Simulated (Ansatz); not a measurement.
H4BrN:
```xyz
6
Lattice="4.0014 0.0000 0.0000 0.0000 4.0014 0.0000 0.0000 0.0000 4.0014" Properties=species:S:1:pos:R:3 pbc="T T T"
H      0.5953     0.5953     3.4061
H      0.5953     3.4061     0.5953
H      3.4061     3.4061     3.4061
H      3.4061     0.5953     0.5953
Br     2.0007     2.0007     2.0007
N      0.0000     0.0000     0.0000
```

Relaxed with r²SCAN+D4. Special points in fractions of this cell's reciprocal vectors: Γ (0.000, 0.000, 0.000); X (0.000, 0.500, 0.000); M (0.500, 0.500, 0.000); R (0.500, 0.500, 0.500).

**Question.** List the band energies nearest the valence-band maximum at these points for plane-wave PAW r²SCAN+D4 with spin–orbit coupling (Ansatz code).

**Answer.** In eV from the valence-band maximum; about four levels below and three above (degenerate sets whole), none deeper than 8.9 eV; points with the same levels are listed once.

```
k                    below                          above
-  -----------------------  -----------------------------
Γ      0.00 0.00 0.00 0.00  4.73 4.73 7.43 7.43 7.43 7.43
X  -0.43 -0.43 -0.13 -0.13            7.71 7.71 8.69 8.69
M  -1.01 -1.01 -0.05 -0.05            6.09 6.09 7.17 7.17
R  -1.40 -1.40 -1.40 -1.40  8.43 8.43 8.43 8.43 8.43 8.43
```

Space group P-43m. The first step of the workflow began from a Materials Project structure, measured or hypothetical; the Crystallography Open Database files this formula in space group No. 215, but the cells were not matched. Its standing as an ambient phase is unchecked. The r²SCAN+D4 relaxation kept the symmetry of its start; phonons on a q-mesh show no instability.

Potentials: the later of the program's two PAW sets.
